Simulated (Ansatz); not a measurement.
Tc (hcp (Mg type), space group No. 194), a = 2.7366 Å, b = 2.7366 Å, c = 4.3807 Å, α = 90.00°, β = 90.00°, γ = 120.00°.

Relaxed with r²SCAN.

Which orbitals make up the states near the Fermi level in r²SCAN (plane waves, PAW; program Ansatz)?

Within 0.5 eV of the Fermi level: Tc 4d 90 %, Tc 5s 6 %. Projections are on Löwdin-orthogonalised atomic valence shells; empty p or d shells of many metals are not among them.

Tabulate the density of states.

States/eV per cell of 2 atoms, in 0.25 eV bins, energy from the Fermi level.

```tsv
E (eV)	total	Tc 4d	Tc 5s	Tc 4p
-7.80	0.00	0.00	0.00	0.00
-7.55	0.04	0.00	0.03	0.00
-7.30	0.07	0.00	0.06	0.00
-7.05	0.10	0.00	0.08	0.00
-6.80	0.12	0.00	0.10	0.00
-6.55	0.15	0.00	0.13	0.00
-6.30	0.18	0.01	0.15	0.00
-6.05	0.22	0.02	0.18	0.01
-5.80	0.56	0.29	0.25	0.01
-5.55	1.58	1.12	0.42	0.01
-5.30	2.42	1.79	0.58	0.02
-5.05	2.71	2.17	0.49	0.02
-4.80	3.01	2.49	0.47	0.03
-4.55	2.29	1.92	0.33	0.02
-4.30	2.02	1.72	0.26	0.02
-4.05	1.60	1.40	0.17	0.02
-3.80	2.99	2.64	0.28	0.03
-3.55	2.13	1.93	0.15	0.02
-3.30	2.26	2.09	0.11	0.02
-3.05	2.57	2.35	0.14	0.02
-2.80	2.34	2.10	0.17	0.02
-2.55	1.07	0.96	0.08	0.01
-2.30	1.50	1.38	0.07	0.01
-2.05	3.25	3.02	0.15	0.02
-1.80	2.91	2.68	0.15	0.02
-1.55	2.46	2.27	0.13	0.02
-1.30	2.80	2.58	0.14	0.02
-1.05	2.98	2.75	0.14	0.02
-0.80	2.78	2.53	0.15	0.02
-0.55	3.08	2.77	0.18	0.02
-0.30	2.49	2.25	0.14	0.01
-0.05	1.88	1.68	0.11	0.01
0.20	1.71	1.52	0.10	0.01
0.45	1.61	1.44	0.09	0.01
0.70	1.52	1.38	0.07	0.00
0.95	1.47	1.34	0.06	0.00
1.20	1.39	1.28	0.05	0.00
1.45	1.36	1.26	0.04	0.00
1.70	1.40	1.31	0.04	0.00
1.95	1.58	1.49	0.04	0.00
2.20	1.95	1.86	0.05	0.00
2.45	2.23	2.13	0.06	0.00
2.70	2.64	2.54	0.08	0.00
2.95	3.31	3.18	0.09	0.00
3.20	3.47	3.33	0.10	0.00
3.45	2.20	2.06	0.11	0.00
3.70	0.59	0.42	0.13	0.00
3.95	0.53	0.34	0.14	0.00
4.20	0.52	0.30	0.15	0.00
4.45	0.51	0.28	0.16	0.00
4.70	0.52	0.26	0.17	0.00
```

Space group P6_3/mmc (hcp (Mg type)). The r²SCAN relaxation kept the symmetry of its start. No spin polarisation was allowed. Axis ratios of metals converge slowly with the k-mesh, so a and c are less sure than the volume. Spin–orbit coupling is left out wherever it is not named.

Potentials: the later of the program's two PAW sets.
